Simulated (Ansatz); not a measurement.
TaAs in space group I4_1md (No. 109; Ta on 4a, As on 4a) under volume change, plane-wave PAW PBEsol (Ansatz code), shape and atoms relaxed at each volume.

| V (Å³/atom) | E − E(relaxed) (meV/atom) | P (GPa) |
|---|---|---|
| 15.488 | 96.0 | 21.80 |
| 15.999 | 40.3 | 13.36 |
| 16.509 | 9.5 | 6.15 |
| 17.020 | 0.0 | 0.00 |
| 17.531 | 8.6 | -5.24 |
| 18.041 | ? | ? |
| 18.552 | ? | ? |

**Question.** Some entries are withheld; supply them.

**Answer.** 
- 18.552, E − E(relaxed) (meV/atom): 69.7
- 18.552, P (GPa): -13.50
- 18.041, E − E(relaxed) (meV/atom): 32.6
- 18.041, P (GPa): -9.70

**Question.** What does a third-order Birch–Murnaghan fit give for V₀, B₀ and B′?

**Answer.** V₀ = 17.02 Å³/atom, B₀ = 189 GPa, B′ = 4.3.

Symmetry was held in the PBEsol relaxation. No spin polarisation was allowed. Spin–orbit coupling is left out wherever it is not named.

Potentials: the later of the program's two PAW sets.
